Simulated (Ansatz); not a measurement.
MgSe:
```xyz
2
Lattice="0.0000 2.9735 2.9735 2.9735 0.0000 2.9735 2.9735 2.9735 0.0000" Properties=species:S:1:pos:R:3 pbc="T T T"
Mg     0.0000     0.0000     0.0000
Se     4.4602     4.4602     4.4602
```

Relaxed with r²SCAN.

### Question
Map the electron localisation function on the plane through (0.000, 0.000, 0.000) spanned by u = [1, 0, 0] and v = [-1, 1, 1] in lattice vectors, from r²SCAN in the plane-wave PAW code Ansatz.

### Answer
x is the fraction of u, y of v (the angle between them is 90°; rows are the nearest grid lines); atoms in the plane: Mg at (0.00, 0.00), Se at (0.50, 0.75).
```
y \ x   0.000  0.0952  0.190  0.286  0.381  0.476  0.524  0.619  0.714  0.810  0.905   1.00
------  -----  ------  -----  -----  -----  -----  -----  -----  -----  -----  -----  -----
1.00    0.169   0.413  0.076  0.285  0.671  0.682  0.682  0.671  0.285  0.076  0.413  0.169
0.933   0.410   0.387  0.058  0.768  0.825  0.792  0.792  0.825  0.766  0.059  0.386  0.410
0.833   0.025   0.095  0.781  0.859  0.789  0.570  0.570  0.789  0.859  0.784  0.099  0.025
0.767   0.080   0.410  0.797  0.820  0.585  0.104  0.104  0.585  0.820  0.797  0.410  0.080
0.700   0.054   0.302  0.708  0.775  0.651  0.264  0.263  0.651  0.775  0.708  0.301  0.054
0.600   0.019   0.093  0.459  0.698  0.773  0.798  0.798  0.773  0.698  0.459  0.093  0.019
0.533   0.010   0.025  0.168  0.499  0.702  0.762  0.762  0.702  0.499  0.168  0.025  0.010
0.467   0.010   0.012  0.029  0.133  0.380  0.519  0.519  0.380  0.133  0.029  0.012  0.010
0.400   0.019   0.018  0.016  0.024  0.061  0.116  0.116  0.061  0.024  0.016  0.018  0.019
0.300   0.054   0.049  0.037  0.023  0.014  0.011  0.011  0.014  0.023  0.037  0.049  0.054
0.233   0.080   0.075  0.058  0.035  0.017  0.009  0.009  0.017  0.035  0.058  0.075  0.080
0.167   0.025   0.027  0.045  0.041  0.025  0.019  0.019  0.025  0.041  0.045  0.027  0.025
0.0667  0.410   0.417  0.034  0.071  0.232  0.301  0.301  0.232  0.071  0.033  0.417  0.410
0.000   0.169   0.413  0.076  0.285  0.671  0.682  0.682  0.671  0.285  0.076  0.413  0.169
```

The density is the valence pseudo-density with augmentation charge, so density and ELF within about 1 Å of a nucleus are not all-electron values.

Space group F-43m (zinc blende). The first step of the workflow began from a Materials Project structure, measured or hypothetical; the Crystallography Open Database copy checked does not list it. COD files the formula under space group No. 225, so this cell is another polymorph or a model. Whether it is the stable phase at ambient conditions was not checked. The cell was relaxed with r²SCAN under the symmetry of its start; whether a distortion lowers the energy is not shown.

Potentials: the later of the program's two PAW sets.
